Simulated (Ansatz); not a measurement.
Crystals of one structure type (zinc blende) and one family of elements, relaxed and computed with DFT-r²SCAN in the program Ansatz with PAW potentials.

```
crystal  V (Å³/atom)  K_Hill (GPa)
-------  -----------  ------------
BN              5.87           391
AlN            10.43           210
BAs            13.67             ?
GaP            20.25          87.8
GaAs           22.73          72.5
InAs           28.48          57.8
GaSb           28.83          53.4
```

Q: Fit a straight line to ln K against ln V and predict the withheld value.

A: Least squares on the 6 shown rows: ln K = -1.25 × ln V + (8.218), with a scatter of 3.8 %. For BAs this gives 141. The run itself gave 141, a miss of 0.0 % of that.

All cells were relaxed under the symmetry of their starts (and spin orders); stability against distortions was not tested throughout. Spin–orbit coupling is left out wherever it is not named.

Potentials: the earlier of the program's two PAW sets. The files were generated under PBE; for other functionals the program regenerates the frozen cores, and for LDA and PBEsol the local potential too.
